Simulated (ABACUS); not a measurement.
Input and output of a self-consistent single point for SnTe (Fm-3m, 2 atoms in the cell; from Materials Project mp-1883) (ABACUS).

Level of theory: ABACUS with PBE, numerical atomic orbitals SZP (confined pseudo-atomic orbitals with Gaussian additions; energy shift 0.01 Ry), PseudoDojo 0.5 standard norm-conserving PBE (tails mended) pseudopotentials.

```
SnTe
1.0
    0.00000     3.18581     3.18581
    3.18581     0.00000     3.18581
    3.18581     3.18581     0.00000
Sn Te
1 1
Direct
  0.00000   0.00000   0.00000
  0.50000   0.50000   0.50000
```

Reference input (self-consistent single point, DFT, PBE, plane waves, PseudoDojo 0.5 standard norm-conserving PBE (tails mended) pseudopotentials): KPT = Gamma 6 6 6 0 0 0; basis_type = pw; dft_functional = PBE; ecutwfc = 82.3 Ry; smearing_method = gaussian; smearing_sigma = 0.0199916 Ry; potentials = PseudoDojo 0.5 standard norm-conserving PBE (tails mended); symmetry = 1; ks_solver = dav; scf_nmax = 100; scf_thr = 1.0e-09 Ry; mixing_type = broyden. This run's input differs from it in these lines:

```diff
@@ -4,6 +4,7 @@
 calculation          scf
-basis_type           pw
+basis_type           lcao
 pseudo_dir           ./
+orbital_dir          ./
 dft_functional       PBE
-ecutwfc              82.3
+ecutwfc              100.0
 symmetry             1
@@ -11,5 +12,5 @@
 smearing_sigma       0.0199916
-ks_solver            dav
+ks_solver            genelpa
 scf_nmax             100
-scf_thr              1.0e-09
+scf_thr              1.0e-06
 mixing_type          broyden
@@ -17,2 +18,3 @@
 cal_stress           1
+out_mul              1
 device               cpu
@@ -22,2 +24,6 @@
 Te 127.600 Te.upf
+
+NUMERICAL_ORBITAL
+Sn_pbe_7.5au_1s1p2d1f.orb
+Te_pbe_6.4au_1s1p2d1f.orb
```

The program printed (abridged):

```
 SELF-CONSISTENT
 -------------------------------------------

                  longest orb rcut (Bohr) = 7.5
   longest nonlocal projector rcut (Bohr) = 2.66
                     search radius (Bohr) = 20.3

                          real space grid = [ 60, 60, 60 ]
                                 init_chg = atomic

 LCAO ALGORITHM --------------- ION=   1  ELEC=   1--------------------------------

 Density error is 0.0244974343351
 E_KohnSham     -367.2438345407      -4996.6087051229
 E_Fermi        0.7123942822         9.6926214612

 LCAO ALGORITHM --------------- ION=   1  ELEC=   2--------------------------------

   [... lines left out ...]

   [... 3 blocks of this kind left out ...]

 LCAO ALGORITHM --------------- ION=   1  ELEC=   6--------------------------------

 Density error is 3.39196269403e-06
 E_KohnSham     -367.2486134765      -4996.6737258797
 E_Fermi        0.7118891890         9.6857493152

 LCAO ALGORITHM --------------- ION=   1  ELEC=   7--------------------------------

 Density error is 2.10604767165e-07
 E_KohnSham     -367.2486134765      -4996.6737258802
 E_KS(sigma->0) -367.2483177589      -4996.6697024355
 E_entropy(-TS) -0.0005914352        -0.0080468893
 E_Fermi        0.7118919368         9.6857867001
 charge density convergence is achieved
 final etot is -4996.6737259 eV
 EFERMI = 9.6857867001 eV

 STATE ENERGY(eV) AND OCCUPATIONS    NSPIN == 1
   [... 22 lines left out ...]

 TOTAL-FORCE (eV/Angstrom)
                       Sn1         0.0000000000         0.0000000000         0.0000000000
                       Te1         0.0000000000         0.0000000000         0.0000000000

 TOTAL-STRESS (KBAR)
         5.1619156437         0.0000000000         0.0000000000
        -0.0000000000         5.1619156437         0.0000000000
         0.0000000000         0.0000000000         5.1619156437
 TOTAL-PRESSURE: 5.161916 KBAR

 --------------------------------------------
 !FINAL_ETOT_IS -4996.6737258801858843 eV
 --------------------------------------------
```

The run converged in 7 iterations. Against the reference run the free energy goes up by 270 meV/atom and the pressure goes from 0.67 to 0.52 GPa.

Spin-orbit coupling is left out, which matters for bands and gaps with elements this heavy. The atom-centred basis is finite, which shifts total energies and pressures against plane waves. A single-zeta basis is rough, for pressures and forces above all. This run is one point of a test of settings, so its values need not be converged; read them against the reference run alone. The structure comes from a collection of computed structures, made at another level of theory; the collection holds predicted forms beside known ones. No clean gap shows at this smearing width and mesh (spacing up to 0.28 Å⁻¹); the mesh is coarse for partly filled bands, so the values carry mesh errors. Semi-local functionals can close small gaps.

The atomic orbitals were generated for these runs; they are not ABACUS's published sets and were checked against plane waves on a few crystals only.

“Tails mended”: in these copies of the files the far tail of each local potential was reset to the Coulomb form.
